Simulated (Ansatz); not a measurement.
Ge3PdF4, before and after

Recipe of this trial structure of Ge3PdF4: ordered mixture on the cation sites of rock salt (Pm-3m, No. 221) (occupants of the shared sites, in ratio, Ge: 3, Pd: 1). The dimensions are guesses.

start.cif

```cif
data_structure
_symmetry_space_group_name_H-M 'P 1'
_symmetry_Int_Tables_number 1
_cell_length_a 4.6024
_cell_length_b 4.6024
_cell_length_c 4.6024
_cell_angle_alpha 90.000
_cell_angle_beta 90.000
_cell_angle_gamma 90.000
_cell_volume 97.49
loop_
_atom_site_label
_atom_site_type_symbol
_atom_site_fract_x
_atom_site_fract_y
_atom_site_fract_z
_atom_site_occupancy
Ge1 Ge 0.50000 0.00000 0.00000 1
Ge2 Ge 0.00000 0.50000 0.00000 1
Ge3 Ge 0.00000 0.00000 0.50000 1
Pd1 Pd 0.50000 0.50000 0.50000 1
F1 F 0.00000 0.50000 0.50000 1
F2 F 0.50000 0.00000 0.50000 1
F3 F 0.50000 0.50000 0.00000 1
F4 F 0.00000 0.00000 0.00000 1
```

Method: DFT PBE, scalar-relativistic, plane waves, PAW (Ansatz). Cutoff 420 eV, Gaussian smearing, Γ-centred meshes. Cell and atoms relax first on a coarse mesh and then on a finer one. In between, the cell is made exact in the group found at 0.06 Å. In metals the finer mesh still leaves noise of several meV/atom or more. The steps can't lower the symmetry of their start. No spin polarisation.

end.cif

```cif
data_structure
_symmetry_space_group_name_H-M 'P 1'
_symmetry_Int_Tables_number 1
_cell_length_a 5.0359
_cell_length_b 5.0359
_cell_length_c 5.0359
_cell_angle_alpha 90.000
_cell_angle_beta 90.000
_cell_angle_gamma 90.000
_cell_volume 127.71
loop_
_atom_site_label
_atom_site_type_symbol
_atom_site_fract_x
_atom_site_fract_y
_atom_site_fract_z
_atom_site_occupancy
Ge1 Ge 0.50000 0.00000 0.00000 1
Ge2 Ge 0.00000 0.50000 0.00000 1
Ge3 Ge 0.00000 0.00000 0.50000 1
Pd1 Pd 0.50000 0.50000 0.50000 1
F1 F 0.00000 0.50000 0.50000 1
F2 F 0.50000 0.00000 0.50000 1
F3 F 0.50000 0.50000 0.00000 1
F4 F 0.00000 0.00000 0.00000 1
```

The symmetry stays Pm-3m (No. 221). The volume per atom grows by 31.0 %, from 12.2 to 16.0 Å³. The shortest distance goes from 2.30 Å (Ge–F and Pd–F) to 2.52 Å (Ge–F and Pd–F). The energy falls by about 0.31 eV/atom (the start's value is from the coarse mesh).

```
Volume per atom                          : 15.96 Å³
Density                                  : 5.20 g/cm³
Energy over the elements                 : −0.69 eV/atom
Gap on the 8×8×8 mesh of the 8-atom cell : 0 eV (a metal)
```

Energies over the elements count from the elements' standard structures at the same level (F₂ as a molecule), with no fitted energy shifts. It lies below the elements, which doesn't yet make it stable against other compounds or structures.

The last run used Gaussian smearing of 0.10 eV. The cell is a metal run without spin; a magnetic state may lie lower. A structure relaxed within its symmetry needn't be a true minimum. In all, the 3 runs took 59 s on 1 thread of Arm Neoverse V2, with other jobs on the host.
